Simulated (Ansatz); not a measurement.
Relaxed-ion elastic tensor of TiS₂ (CdI2 type, P-3m1) in GPa (Voigt order), LDA (plane waves, PAW; program Ansatz); density 3.59 g/cm³, 17.28 Å³ per atom.

```
 154  30.4  14.4  -4.9   0.0   0.0
30.4   154  14.4   4.9   0.0   0.0
14.4  14.4  64.7   0.0   0.0   0.0
-4.9   4.9   0.0  21.8   0.0   0.0
 0.0   0.0   0.0   0.0  21.8  -4.9
 0.0   0.0   0.0   0.0  -4.9  61.9
```

**Question.** Is the crystal mechanically stable?

**Answer.** Yes: the smallest eigenvalue of C is 21.2 GPa.

**Question.** Work out the Voigt, Reuss and Hill averages.

**Answer.** K_V = 54.6, K_R = 45.0, K_H = 49.8; G_V = 42.0, G_R = 32.3, G_H = 37.1 GPa.

**Question.** Give Young's modulus, Poisson's ratio, Pugh's ratio and the universal anisotropy index.

**Answer.** E = 9KG/(3K + G) = 89.2 GPa; ν = 0.20; K/G = 1.34 (brittle by the Pugh limit of 1.75); A_U = 5G_V/G_R + K_V/K_R − 6 = 1.72.

**Question.** Estimate the sound speeds and the Debye temperature.

**Answer.** v_l = √((K + 4G/3)/ρ) = 5260 m/s, v_t = √(G/ρ) = 3220 m/s, mean 3550 m/s; Θ = (h/k)(3n/4πV)^(1/3) v_m = 409 K.

**Question.** Solve the Christoffel equation for the three sound speeds along x, y, z.

**Answer.** Eigenvalues of C_ijkl n_j n_l equal ρv². In km/s, slowest first: x 2.43, 4.17, 6.55; y 2.45, 4.15, 6.56; z 2.46, 2.46, 4.24.

**Question.** How much does each axis shrink under pressure?

**Answer.** Linear compressibilities β_i = Σ_j S_ij (j = 1 to 3): x 4.4, y 4.4, z 14 per TPa.

The cell was relaxed with LDA under the symmetry of its start. The run is not spin-polarised. A crystal of weakly bound layers computed without a dispersion correction: the cell and the soft elastic constants depend strongly on that. As this level gives no gap, shear constants depend on the k-mesh and smearing (Fermi–Dirac, 0.1 eV here).

Potentials: the later of the program's two PAW sets.
